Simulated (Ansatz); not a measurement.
# Structure relaxation, Mo

The start is a relaxed Mo cell displaced along its unstable phonon at q = (0, 0, ½) of its primitive reciprocal cell (186i cm⁻¹), largest move 0.15 Å. A full variable-cell relaxation at zero pressure is run with PBEsol (plane waves to 420 eV, PAW, scalar-relativistic; Ansatz, a program for electronic structure). The first steps use a coarse 7×7×7 k-mesh.

The start:
```yaml
crystal:
  lattice:
    - [5.16327, 0.00000, 0.00000]
    - [-2.58164, 4.47152, 0.00000]
    - [0.00000, 0.00000, 5.06259]
  atoms:
    - { symbol: Mo, position: [0.52905, 0.00000, 0.25000] }
    - { symbol: Mo, position: [0.47095, 0.00000, 0.75000] }
    - { symbol: Mo, position: [0.47095, 0.47095, 0.25000] }
    - { symbol: Mo, position: [0.52905, 0.52905, 0.75000] }
    - { symbol: Mo, position: [0.00000, 0.52905, 0.25000] }
    - { symbol: Mo, position: [0.00000, 0.47095, 0.75000] }
```

How large is the pressure on the unrelaxed cell, and of which sign?

-2.8 GPa (negative: the cell is under tension).

Which atoms feel the largest initial force, and how large is it?

1.39 eV/Å, on Mo1, Mo2, Mo3, Mo4, Mo5, Mo6 (atoms numbered as listed).

How much energy is released per atom?

0.94 eV/atom.

How does the volume change?

-19.6 %, from 19.48 to 15.67 Å³/atom.

Is the parent structure recovered?

It does not go back: it reaches P6₃/mcm (No. 193), 1.06 eV/atom below the parent.

How do the shortest distances between atoms change?

The closest pairs of elements (up to four, under 3.6 Å), start → end: Mo–Mo 2.55 → 2.61 Å.

Is the relaxed structure metallic? Give its gap.

No gap (metallic).

What does it relax into? Give the structure.


Space group P6₃/mcm (No. 193); a = b = 5.0460 Å, c = 4.2638 Å, α = β = 90.00°, γ = 120.00°

| atom | site | symmetry | x | y | z |
|---|---|---|---|---|---|
| Mo | 6g | m2m | 0.3514 | 0.3514 | 0.7500 |

Final values are on a 11×11×11 k-mesh of the relaxed cell. No spin polarisation in the result.

The run could not lose the symmetry of its start, so the end can be a saddle point.

The relaxed structure here is a generated cell of Mo: the first start was made by placing the elements on the sites of a structure type, and the end was not matched to a known phase here, so it may be hypothetical. Known forms of Mo include space group No. 229.
